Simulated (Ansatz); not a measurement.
A generated cell, not matched to a known phase here, of YSc$_{3}$: Pmma (No. 51), oP8; a = 5.3062 Å, b = 3.4065 Å, c = 11.7780 Å, α = 90.00°, β = 90.00°, γ = 90.00°; Sc 2e (0.250, 0.000, 0.161); Sc 2f (0.250, 0.500, 0.415); Y 2e (0.250, 0.000, 0.668); Sc 2f (0.750, 0.500, 0.078). Method: PBE (plane waves to 420 eV, PAW, scalar-relativistic; Ansatz, a program for electronic structure). Element references, the lowest calculated here: Y (P6₃/mmc), Sc (P6₃/mmc).

### Question
What formation energy of this Pmma form of YSc3 from the elements does PBE give?

### Answer
0.03 eV/atom.

### Question
How does this cell stand against the other phases calculated?

### Answer
It lies 0.03 eV/atom above their hull: YSc3 → 3 Sc + Y (Sc P6₃/mmc, Y P6₃/mmc) releases that much. A lower structure of this composition may exist.

This is the hull of the energies calculated here, no anion corrections; phases that were not calculated are missing from it. Values are rounded to 0.01 eV/atom. Not shown to be the ambient phase of their composition (a lower form may be missing, and a cell relaxed within its start's symmetry can be a saddle point): YSc3 (Pmma). The compounds carry no spin polarisation.
